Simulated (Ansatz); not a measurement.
Q: Each is relaxed and computed with PBE (plane waves, PAW; program Ansatz). Which alone has a direct gap?
(A) Ga2O3, corundum
(B) BAs, P6_422 (B on 3c, As on 3d)
(C) Al3GaAs4, P-4m2 (Pearson symbol tP8)
(D) AlP, P6_222 (Al on 3d, P on 3c)

A: C, Al3GaAs4, P-4m2 (Pearson symbol tP8). Al3GaAs4: gap 1.27 eV (direct); Ga2O3: gap 2.40 eV (indirect); AlP: gap 0.95 eV (indirect); BAs: gap 0.48 eV (indirect). Typed or built starts, not in the databases checked: Al3GaAs4, P-4m2 (Pearson symbol tP8); AlP, P6_222 (Al on 3d, P on 3c); BAs, P6_422 (B on 3c, As on 3d). Not the usual ambient phase: AlP, P6_222 (Al on 3d, P on 3c); BAs, P6_422 (B on 3c, As on 3d). All cells were relaxed under the symmetry of their starts (and spin orders); stability against distortions was not tested throughout. Scalar-relativistic: spin–orbit coupling is off unless named, which matters more the heavier the elements.

Potentials: the earlier of the program's two PAW sets.
